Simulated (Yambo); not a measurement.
SrAlSiH (space group P3m1, No. 156) under isotropic strain of -0.7 % on all lattice vectors; a = b = 4.177 Å, c = 4.752 Å, α = β = 90.00°, γ = 120.00°. With the G0W0 scissor the direct gap on the mesh is 2.04 eV. Axes are Cartesian, with cell vectors (Å) (4.18, 0.00, 0.00), (-2.09, 3.62, 0.00), (0.00, 0.00, 4.75).

Task: Does this run resolve the lowest exciton, and if so, what are its energy and binding? (Yambo, PBEsol bands; 9×9×6 mesh, 3 valence and 5 conduction bands, static screening with 37 bands and a 4 Ry block, scissor 0.70 eV, Tamm-Dancoff.)

Result: No. The lowest state covers only about 6 of the 486 k points, so the mesh doesn't resolve it: its energy and its distance from the direct gap are mesh artefacts. An extended exciton needs a far denser mesh. The scissor comes from a G0W0 run whose convergence isn't established. 

Geometry strained from the cell relaxed with PBEsol, atoms relaxed again.

The structure is a Materials Project entry; no match was found in the copy of COD used, and its stability was not checked.
